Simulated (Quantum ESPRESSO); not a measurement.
**Band energies of CsH**

```
CsH
1.0
    0.00000     3.19125     3.19125
    3.19125     0.00000     3.19125
    3.19125     3.19125     0.00000
H Cs
1 1
Direct
  0.50000   0.50000   0.50000
  0.00000   0.00000   0.00000
```

norm-conserving PBEsol (Quantum ESPRESSO, 72 Ry, with spin-orbit coupling); path ΓXWKΓLUWLK,UX; energies in eV from the valence-band maximum.

| k (1/Å) | point | band 10 | band 11 | band 12 | band 13 | band 14 | band 15 | band 16 | band 17 |
|---|---|---|---|---|---|---|---|---|---|
| 0.00 | Γ | -1.77 | 5.12 | 5.12 | 5.12 | 5.12 | 5.18 | 5.18 | 5.80 |
| 0.33 |  | -1.29 | 4.33 | 4.33 | 4.63 | 4.63 | 5.47 | 5.47 | 5.54 |
| 0.66 |  | -0.98 | 3.40 | 3.40 | 4.43 | 4.43 | 6.52 | 6.52 | 6.65 |
| 0.98 | X | -1.17 | 3.06 | 3.06 | 5.44 | 5.44 | 7.88 | 7.88 | 7.95 |
| 1.48 | W | -0.73 | 4.01 | 4.01 | 4.15 | 4.15 | 5.08 | 5.08 | 8.28 |
| 1.82 | K | -0.77 | 3.34 | 3.34 | 4.71 | 4.71 | 6.15 | 6.15 | 6.59 |
| 2.14 |  | -0.42 | 3.13 | 3.13 | 4.07 | 4.07 | 5.34 | 5.34 | 6.66 |
| 2.45 |  | -1.00 | 3.98 | 3.98 | 4.24 | 4.24 | 5.62 | 5.62 | 5.67 |
| 2.87 | Γ | -1.77 | 5.12 | 5.12 | 5.12 | 5.12 | 5.18 | 5.18 | 5.80 |
| 3.19 |  | -1.26 | 4.07 | 4.07 | 5.24 | 5.24 | 5.31 | 5.31 | 5.62 |
| 3.51 |  | -0.31 | 2.57 | 2.57 | 4.79 | 4.79 | 4.85 | 4.85 | 6.41 |
| 3.72 | L | 0.00 | 2.15 | 2.15 | 4.65 | 4.65 | 4.71 | 4.71 | 7.03 |
| 3.82 |  | -0.04 | 2.22 | 2.22 | 4.65 | 4.65 | 4.75 | 4.75 | 7.03 |
| 4.22 |  | -0.65 | 3.29 | 3.29 | 4.52 | 4.52 | 5.85 | 5.85 | 6.72 |
| 4.32 | U | -0.77 | 3.34 | 3.34 | 4.71 | 4.71 | 6.15 | 6.15 | 6.59 |
| 4.56 |  | -0.74 | 3.72 | 3.72 | 4.38 | 4.38 | 5.27 | 5.27 | 7.88 |
| 4.67 | W | -0.73 | 4.01 | 4.01 | 4.15 | 4.15 | 5.08 | 5.08 | 8.28 |
| 4.87 |  | -0.61 | 3.52 | 3.52 | 4.20 | 4.20 | 5.43 | 5.43 | 7.46 |
| 5.17 |  | -0.16 | 2.43 | 2.43 | 4.59 | 4.59 | 4.90 | 4.90 | 7.06 |
| 5.37 | L | 0.00 | 2.15 | 2.15 | 4.65 | 4.65 | 4.71 | 4.71 | 7.03 |
| 5.54 |  | -0.12 | 2.36 | 2.36 | 4.61 | 4.61 | 4.85 | 4.85 | 7.04 |
| 5.80 |  | -0.54 | 3.16 | 3.16 | 4.44 | 4.44 | 5.60 | 5.60 | 6.87 |
| 5.97 | K | -0.77 | 3.34 | 3.34 | 4.71 | 4.71 | 6.15 | 6.15 | 6.59 |
| 5.97 | U | -0.77 | 3.34 | 3.34 | 4.71 | 4.71 | 6.15 | 6.15 | 6.59 |
| 6.32 | X | -1.17 | 3.06 | 3.06 | 5.44 | 5.44 | 7.88 | 7.88 | 7.95 |

The PBEsol gap is direct, 2.15 eV at L.

Geometry of the Materials Project entry, not relaxed at this level.
